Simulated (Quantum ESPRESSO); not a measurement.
Simulation results for AlSi₆N (made-up cell)

All values are calculated (Quantum ESPRESSO 7.5). Calculation on a made-up crystal cell, not a measurement: periodic Kohn-Sham density functional theory in plane waves with PseudoDojo standard norm-conserving scalar-relativistic pseudopotentials, each functional with its own files (v0.5 for PBE, v0.4.1 for LDA and PBEsol), no spin polarisation, no spin-orbit coupling, atoms not relaxed, stress positive in tension, energies less a fixed whole-eV offset for each atom's element; levels are Kohn-Sham levels at fractions of this cell's reciprocal vectors, counted from the reference band (half the neutral cell's valence electrons, rounded up) at Gamma; error bars cover cutoff and k-mesh only, not smearing or the files; added strain carries the atoms with the cell, and shear is the tensor component; each bar is the largest change over components, and at least 0.002 eV, 0.002 eV per angstrom or 0.02 GPa; energies are for the whole cell, and the offsets were chosen from early runs and are not element reference energies.

```cif
# cell vector a (Å): 5.5376 0.0176 0.0044
# cell vector b (Å): 0.0176 5.5294 -0.0692
# cell vector c (Å): 0.0044 -0.0692 5.5853
data_AlSi6N
_symmetry_space_group_name_H-M 'P 1'
_symmetry_Int_Tables_number 1
_cell_length_a 5.5376
_cell_length_b 5.5299
_cell_length_c 5.5857
_cell_angle_alpha 91.427
_cell_angle_beta 89.912
_cell_angle_gamma 89.636
_cell_volume 170.99
loop_
_atom_site_label
_atom_site_type_symbol
_atom_site_fract_x
_atom_site_fract_y
_atom_site_fract_z
_atom_site_occupancy
Si1 Si 0.98092 0.98952 0.97016 1
Si2 Si 0.00591 0.49318 0.49258 1
Al1 Al 0.49438 0.01884 0.49937 1
Si3 Si 0.49422 0.50383 0.98788 1
Si4 Si 0.24801 0.24301 0.25841 1
Si5 Si 0.25888 0.77066 0.74365 1
N1 N 0.76713 0.24463 0.75338 1
Si6 Si 0.74422 0.74910 0.23764 1
_calc_lattice_type 'zincblende/diamond'
_calc_functional 'pbe'
_calc_cutoff 1143  # eV
_calc_fermi_dirac_smearing 0.1  # eV
_calc_scf_tolerance 1e-07  # eV
_calc_electrons_removed 0
_calc_k_mesh '6 x 6 x 6, shifted by half a step'
_calc_free_energy_less_offsets 4.228  # eV
_calc_smearing_term_minus_ts -0.05396  # eV
_calc_scf_iterations 11
_calc_pressure -7.885  # GPa
_calc_stress_xx 7.506  # GPa
_calc_stress_yy 8.015  # GPa
_calc_stress_zz 8.134  # GPa
_calc_stress_yz -0.8206  # GPa
_calc_stress_xz 1.872  # GPa
_calc_stress_xy 1.765  # GPa
_calc_fermi_level -0.07283  # eV
_calc_reference_band 16
_calc_error_bar_energy 0.004944  # eV
_calc_error_bar_stress 0.0239  # GPa
_calc_error_bar_force 0.00872  # eV/angstrom
_calc_error_bar_next_band_up 0.002  # eV
_calc_error_bar_fermi_level 0.01438  # eV
_calc_error_bars_from 'tighter rerun of this cell'
```

Atoms:
```tsv
atoms element	atom site	atom energy offset (eV)
Si	1	-115
Si	2	-115
Al	3	-64
Si	4	-115
Si	5	-115
Si	6	-115
N	7	-283
Si	8	-115
```

Forces:
```tsv
site	x (eV/Å)	y (eV/Å)	z (eV/Å)
1	-0.7036	2.048	0.3623
2	-0.9604	0.2991	1.077
3	2.385	0.3486	1.128
4	0.6582	-1.017	0.007108
5	-0.7519	0.4243	-2.26
6	-0.5735	-1.561	-0.2119
7	-0.2632	-0.2135	-0.1438
8	0.2098	-0.329	0.04103
```

Levels:
```tsv
level k point	next band up (eV)
Gamma	0.09656
(1/2,1/2,1/2)	-0.05833
(0.15,0,0)	-0.04922
(0,0.15,0)	-0.07205
(0,0,0.15)	-0.04839
```
